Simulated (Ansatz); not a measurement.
**What DFT gives for Yb$_{6}$Nb$_{2}$Fe**

```xyz
9
Lattice="7.7273 0.0000 0.0000 -3.8637 6.6921 0.0000 0.0000 0.0000 3.9716" Properties=species:S:1:pos:R:3 pbc="T T T"
Yb    1.8236    0.0000    0.0000
Yb    2.9518    5.1127    0.0000
Yb   -0.9118    1.5793    0.0000
Yb    4.6132    0.0000    1.9858
Yb    1.5571    2.6969    1.9858
Yb   -2.3066    3.9952    1.9858
Fe    0.0000    0.0000    1.9858
Nb   -0.0004    4.4616    0.0000
Nb    3.8640    2.2305    0.0000
```

Method: r2SCAN, no spin polarisation; PAW, plane waves to 500 eV, 4×4×6 Γ-centred mesh, methfessel-paxton occupations (width 0.0264 eV) (Ansatz 0.2.0), atoms fixed.

- Charges: Bader charges in e: Yb +0.75 to +0.90, Nb -1.55, Fe -1.83. In the mean Yb gives up most and Fe takes most.
- Forces: The largest is on Yb2 (and as large on other atoms): 0.69 eV/Å, components (-0.35, -0.60, 0.00). It makes 133° with the line to a nearest neighbour, Fe7 at 2.70 Å.
- Electronic structure: It is a metal, with about 20 states/eV a cell as the mean within 0.25 eV of the Fermi level, mostly Yb f (38 %), Nb d (27 %) and Fe d (16 %).
- Formation energy: 0.61 eV an atom against the elements' usual phases (free molecules for gases, crystals otherwise, with no correction for O₂ or N₂), so at this geometry it isn't bound against them. Relaxing would lower it.
- Contacts: Yb–Fe at 2.70 Å: least valence density 0.26 e/Å³ and ELF 0.13 there. Yb–Nb at 3.02 Å: least valence density 0.19 e/Å³ and ELF 0.12 there. Yb–Yb at 3.16 Å: least valence density 0.15 e/Å³ and ELF 0.13 there. Both are smooth PAW fields, read partly inside the augmentation spheres.

Origin: a known structure type with other elements, at an estimated volume, so it need not be a known compound. Caveats: no spin polarisation, so a magnetic state may lie lower; f levels without a U or exact exchange are poorly placed.
